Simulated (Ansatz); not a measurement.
Consider the following.

A bilayer cut from bulk MoS$_{2}$ (3R-MoS2 type, space group R3m), in the bulk's stacking and in-plane cell, with 15 Å of vacuum. The upper layer (atoms 4 to 6) slides over the lower.

```
CELL_PARAMETERS angstrom
      3.17540     0.00000     0.00000
      1.58770     2.74997     0.00000
      0.00000     0.00000    24.30467
ATOMIC_POSITIONS crystal
  S  0.49998 0.49998 0.30858
  Mo 0.83331 0.83331 0.37257
  S  0.49998 0.49998 0.43651
  S  0.16665 0.16665 0.56349
  Mo 0.49998 0.49998 0.62747
  S  0.16665 0.16665 0.69142
```

In-plane vectors a = (3.175, 0.000) Å, b = (1.588, 2.750) Å, area 8.73 Å². The shift is s times the vector a (length 3.175 Å), so s = 1 restores the start. Atoms relax along the normal only. γ = [E(shift) − E(0)] / area.

Method: r2SCAN+rVV10 (plane waves to 500 eV, PAW, scalar-relativistic; Ansatz, an electronic-structure program). k mesh 12×12×1 (Γ-centred), Fermi-Dirac smearing 0.05 eV. Energies are extrapolated to zero smearing. MoS2 is run without spin polarisation. MoS2 was relaxed with its symmetry unable to fall. The PAW data are Ansatz's earlier set. This is one of several known forms of MoS2; the measured ambient cells at hand have space group No. 194. The zero of γ is zero shift.

The scan covers s from 0.000 to 0.917 in 12 points.

Problem. At which s is γ highest?

Solution. s = 0.500.

Problem. Does γ have a local minimum between the ends of the line, and at which s?

Solution. No computed point is one.

Problem. What is the highest γ among twelve even steps of s?

Solution. 80 mJ/m².

Problem. By how much does the gap between the layers widen from the lowest to the highest stacking on this line?

Solution. 0.4 Å.

Problem. Which atoms are eclipsed at s = 0.500?

Solution. No atom directly above another.

(The slope of γ gives the shear force per area between the displaced halves; near zero shift its curvature is an elastic stiffness.)
